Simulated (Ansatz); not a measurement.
SnP3 (space group R-3m)

```yaml
crystal:
  lattice:
    - [3.69085, 2.13092, 3.42683]
    - [-3.69085, 2.13092, 3.42683]
    - [0.00000, -4.26183, 3.42683]
  atoms:
    - { symbol: Sn, position: [0.74220, 0.74220, 0.74220] }
    - { symbol: Sn, position: [0.25780, 0.25780, 0.25780] }
    - { symbol: P, position: [0.20552, 0.20552, 0.74742] }
    - { symbol: P, position: [0.79448, 0.79448, 0.25258] }
    - { symbol: P, position: [0.74742, 0.20552, 0.20552] }
    - { symbol: P, position: [0.25258, 0.79448, 0.79448] }
    - { symbol: P, position: [0.20552, 0.74742, 0.20552] }
    - { symbol: P, position: [0.79448, 0.25258, 0.79448] }
```

This relaxed cell (volume V₀) is scaled evenly in all directions, its shape held. The atoms relax within the cell's symmetry.

Level of theory: PBEsol (plane waves to 420 eV, PAW, scalar-relativistic; Ansatz, a program for electronic structure). k mesh 9×9×9 (Γ-centred), Fermi-Dirac smearing 0.05 eV. Energies are smeared free energies. Compression counts positive. With the shape held, the modulus is that of even scaling; a crystal free to change shape is softer. SnP3 was relaxed with its symmetry unable to fall. The zero of ΔE is the relaxed starting cell. The last digit holds for this mesh only.

```csv
V (Å³/atom),ΔE (meV/atom)
19.001,13.8
19.304,withheld
19.607,3.3
19.911,0.8
20.214,0.0
20.517,0.7
20.820,2.9
21.123,6.4
21.427,11.0
```

Fit a third-order Birch-Murnaghan form (E₀, V₀, B₀, B₀′ free) to the given rows and predict ΔE at V = 19.304.

Least squares on the 8 given rows: ΔE = E₀ + (9V₀B₀/16)·y²·[2 + (B₀′ − 4)y], y = (V₀/V)^(2/3) − 1, with V₀ = 20.216 Å³/atom, B₀ = 54.12 GPa (160.2 GPa = 1 eV/Å³; the term in eV is multiplied by 1000), B₀′ = 4.45, E₀ = 0.00 meV/atom; root-mean-square residual 0.03 meV/atom. At 19.304 the fit gives 7.6 meV/atom; the calculation gives 7.6 meV/atom, the same to the digits shown. For the pressure the fit gives 2.8 GPa against the computed 2.8 GPa.

(A scan under strain: stresses follow from slopes of the energy per volume, elastic moduli from its curvatures.)
